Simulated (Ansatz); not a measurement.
Here is the system:

MoRh:
```
MoRh
1.0
    4.40521     0.00000     0.00000
    0.00000     2.73549     0.00000
    0.00000     0.00000     4.80461
Mo Rh
2 2
Direct
  0.75000   0.00000   0.17083
  0.25000   0.00000   0.82917
  0.75000   0.50000   0.67384
  0.25000   0.50000   0.32616
```

This is the r²SCAN-relaxed structure.

Task: All from the program Ansatz at the r²SCAN level (PAW), unless another level is named. Estimate the density of states at the Fermi level.

Result: 0.75 states/eV per atom (mean over ±0.08 eV).

Task: And the formation energy from the elements (no fitted shifts)?

Result: -0.20 eV/atom.

Space group Pmma. The workflow started from a Materials Project entry (that database holds measured and hypothetical structures alike); the Crystallography Open Database copy checked does not list it. With Mo and Rh taken as one species the cell has the higher symmetry P6_3/mmc, so it may be an ordered model of a mixed-site phase. Whether it is the stable phase at ambient conditions was not checked. Symmetry was held in the r²SCAN relaxation; whether a distortion lowers the energy is not shown. No spin polarisation was allowed. The references are the lowest solids computed at this level, not always the standard phases. Scalar-relativistic: spin–orbit coupling is off unless named, which matters more the heavier the elements.

Potentials: the later of the program's two PAW sets.
